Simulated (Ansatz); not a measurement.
Values for one crystal, relaxed and computed with plane-wave PAW HSE06 (Ansatz code); other levels are named.

- Volume per atom: 10.00 Å³
- Band gap: 1.47 eV (indirect)
- Valence-band maximum: on the S0–Γ line, 39 % of the way from S0 (k = 0.203, -0.206, 0.206 in fractions of the reciprocal vectors)
- Smallest direct gap on the standard path: 3.29 eV
- Gap with spin–orbit coupling: 1.46 eV (at the special points and the edges found without it)
- Pressure derivative B′: 2.4
- Bulk modulus (Birch–Murnaghan fit): 196 GPa

**Question.** Which of these materials gives this?
(A) GaN, I4mm (Ga on 2a, N on 2a)
(B) YN, P6_3/mmc (Y on 2c, N on 2d)
(C) AlN, rock salt
(D) GaSb, zinc blende

**Answer.** A, GaN, I4mm (Ga on 2a, N on 2a)

The workflow started from a Materials Project entry (that database holds measured and hypothetical structures alike); the Crystallography Open Database copy checked does not list it. It is not the phase usual at ambient conditions (space group No. 186, 216). Symmetry was held in the HSE06 relaxation; its stability against distortions is not shown here. The hybrid was solved on a coarse mesh, the path and, where they were found, the r²SCAN edge points; its band edges are the extreme levels among these. Spin–orbit coupling is left out wherever it is not named.

Potentials: the later of the program's two PAW sets.
